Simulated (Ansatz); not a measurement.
Consider the following.

Ta₂Si:
```yaml
crystal:
  lattice:
    - [4.57756, 0.00000, 0.00000]
    - [-2.28878, 3.96428, 0.00000]
    - [0.00000, 0.00000, 5.41292]
  atoms:
    - { symbol: Si, position: [0.33333, 0.66667, 0.25000] }
    - { symbol: Si, position: [0.66667, 0.33333, 0.75000] }
    - { symbol: Ta, position: [0.00000, 0.00000, 0.00000] }
    - { symbol: Ta, position: [0.00000, 0.00000, 0.50000] }
    - { symbol: Ta, position: [0.33333, 0.66667, 0.75000] }
    - { symbol: Ta, position: [0.66667, 0.33333, 0.25000] }
```

This is the PBE-relaxed structure.

Task: All from PBE (plane waves, PAW; program Ansatz), unless another level is named. Predict the electronic character.

Result: metallic (no gap).

Task: Next, the density of states at the Fermi level?

Result: 0.74 states/eV per atom (mean over ±0.08 eV).

Task: And the formation energy from the elements (no fitted shifts)?

Result: -0.21 eV/atom.

Space group P6_3/mmc. A made-up cell: these elements were put on the sites of a structure type; neither database checked (COD, Materials Project) lists it. Its standing as an ambient phase is unchecked. The cell was relaxed with PBE under the symmetry of its start; its stability against distortions is not shown here. The run is not spin-polarised. The references are the lowest solids computed at this level, not always the standard phases. Scalar-relativistic: spin–orbit coupling is off unless named, which matters more the heavier the elements.

Potentials: the later of the program's two PAW sets.
